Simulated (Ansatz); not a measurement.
Li4Nb6NiO18:
```xyz
29
Lattice="5.1428 0.0000 0.0000 -2.5714 4.4538 0.0000 0.0000 0.0000 13.9187" Properties=species:S:1:pos:R:3 pbc="T T T"
Li     2.5714     1.4846     7.7411
Li     0.0000     2.9692     5.4212
Li     0.0000     2.9692    12.2688
Li     0.0000     0.0000    10.0301
Nb     0.0000     2.9692     2.3180
Nb     2.5714     1.4846     4.7018
Nb     0.0000     0.0000     6.9969
Nb     0.0000     2.9692     9.3021
Nb     2.5714     1.4846    11.6336
Nb     0.0000     0.0000    13.8340
Ni     0.0000     0.0000     2.8818
O     -1.6262     3.2798     1.4875
O      1.0821     4.2223     1.4875
O     -0.8981     1.6241     3.8001
O      0.5442     1.4056     1.4875
O     -0.7158     4.4195     3.8001
O      1.6139     2.8640     3.8001
O      3.4924     0.2027     6.0861
O      1.0008     1.3280     6.0861
O      1.6465     3.1742     8.3873
O      3.2211     2.9231     6.0861
O     -0.6458     1.4408     8.3873
O     -1.0007     4.2926     8.3873
O      0.9374     1.6932    10.6905
O     -1.5737     2.7954    10.6905
O      1.6343     0.1467    12.9584
O      0.6363     4.4190    10.6905
O      1.8813     2.9651    12.9584
O      4.1986     1.3420    12.9584
```
Starting moments (μB, in the order of the atoms Li Li Li Li Nb Nb Nb Nb Nb Nb Ni O O O O O O O O O O O O O O O O O O): 0.0 0.0 0.0 0.0 0.0 0.0 0.0 0.0 0.0 0.0 1.6 0.1 0.1 0.0 0.1 0.0 0.0 0.0 0.0 0.0 0.0 0.0 0.0 0.0 0.0 0.0 0.0 0.0 0.0.

Relaxed with r²SCAN. Independent-particle spectrum: no excitons, no local fields, no scissors shift; 0.1 eV broadening; ε₁ of the summed bands alone.

**Question.** Tabulate the dielectric function from r²SCAN (plane waves, PAW; program Ansatz).

**Answer.** 

```
E (eV)  ε₁ xx  ε₂ xx  ε₁ zz  ε₂ zz
------  -----  -----  -----  -----
0.0      5.42   0.00   4.92   0.00
0.4      5.44   0.00   4.93   0.00
0.8      5.50   0.00   4.98   0.00
1.2      5.60   0.00   5.07   0.00
1.6      5.77   0.00   5.21   0.00
2.0      6.01   0.00   5.41   0.00
2.4      6.39   0.00   5.70   0.00
2.8      7.10   0.16   6.20   0.10
3.2      7.61   1.06   6.86   0.66
3.6      8.00   0.80   7.11   0.86
4.0     10.03   1.89   8.88   1.53
4.4     11.04   6.52   9.61   4.93
4.8      6.79   8.68   6.62   8.21
5.2      5.23   8.89   4.25   6.20
5.6      2.54   8.51   2.96   7.42
6.0     -0.04   7.69   1.06   5.93
6.4     -0.64   4.94   0.64   4.64
6.8     -0.07   3.45   0.67   3.31
7.2      0.72   2.52   1.24   2.43
7.6      1.44   2.00   1.80   2.09
8.0      2.65   2.08   2.80   2.13
8.4      3.49   3.16   3.62   3.28
8.8      3.04   4.88   2.87   4.64
9.2      1.29   5.40   1.70   5.00
9.6      0.01   4.32   0.51   4.34
10.0     0.10   3.62   0.25   3.70
10.4    -0.01   3.27  -0.02   3.39
10.8    -0.11   3.00  -0.50   2.96
11.2    -0.14   2.55  -0.23   2.12
11.6    -0.01   2.42   0.16   1.85
12.0     0.03   2.12   0.40   1.83
```

**Question.** From ε at 3.6 eV (xx: 8.00 + 0.80i), find n, k, the normal reflectivity and the absorption coefficient.

**Answer.** n = 2.83, k = 0.141, R = 23 %, α = 2kE/ħc = 51000 cm⁻¹.

With all bands, ε∞ without local fields is 5.62 (xx = yy), 5.12 (zz).

Space group P3. The start of the workflow was typed in or built on a structure type; neither database checked (COD, Materials Project) lists it. Whether it is the stable phase at ambient conditions was not checked. The cell was relaxed with r²SCAN under the symmetry of its start; whether a distortion lowers the energy is not shown. Spin order of the final state: ferromagnetic, the only order run, not a proven ground state. Other orbital occupations within this spin state were not tried. No Hubbard U is applied. Spin–orbit coupling is left out wherever it is not named.

Potentials: the later of the program's two PAW sets.
